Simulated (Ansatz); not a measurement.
**Two Ansatz runs on NbCd3**

The cell comes from COD entry 2310296, which wasn't checked; take it as a given geometry.

First run: DFT, PBE, all-electron PAW with datasets made for the crystal, scalar-relativistic (Ansatz 0.2.0).

Command: `ansatz run input.yaml --threads 1 --pin off --max-ram 4096MiB --backend cpu --events-out ev --progress --plain --runs-dir out` The run took 35 s on 1 thread of Intel(R) Xeon(R) CPU @ 2.60GHz (Ice Lake), on a shared host, peak memory 0.73 GiB.

```yaml
crystal:
  lattice:
    - [4.215, 0.0, 0.0]
    - [0.0, 4.215, 0.0]
    - [0.0, 0.0, 4.215]
  atoms:
    - { symbol: Nb, position: [0.0, 0.0, 0.0] }
    - { symbol: Cd, position: [0.0, 0.5, 0.5] }
    - { symbol: Cd, position: [0.5, 0.0, 0.5] }
    - { symbol: Cd, position: [0.5, 0.5, 0.0] }
kpoints:
  mp_grid: { grid: [9, 9, 9] }
  band_path:
    path:
      - [0.0, 0.0, 0.0]
      - [0.0, 0.5, 0.0]
      - [0.5, 0.5, 0.0]
      - [0.0, 0.0, 0.0]
      - [0.5, 0.5, 0.5]
      - [0.0, 0.5, 0.0]
      - [0.5, 0.5, 0.5]
      - [0.5, 0.5, 0.0]
    npoints: 8
scf:
  occupations: { method: fermi_dirac, width: 0.08 }
hamiltonian:
  xc: pbe
  pseudopotentials: { kind: all_electron, datasets: crystal }
output:
  forces: true
  stress: true
  eigenvalues: true
  efg: { contact_densities: true }
```

Result: converged; pressure 7.19 GPa; 11 SCF iterations.

Spin polarisation is left out, and whether a magnetic state lies lower isn't shown here.

The input is then changed:

```diff
@@ -10,5 +10,5 @@
     - { symbol: Cd, position: [0.5, 0.5, 0.0] }
 kpoints:
-  mp_grid: { grid: [9, 9, 9] }
+  mp_grid: { grid: [4, 4, 4] }
   band_path:
     path:
```

**Question.** Predict the outcome of the changed run.

**Answer.** It converged; energy at zero smearing +1.1 meV/atom from the first run; pressure 7.17 GPa; 11 SCF iterations. Some of these settings are too coarse for converged properties.
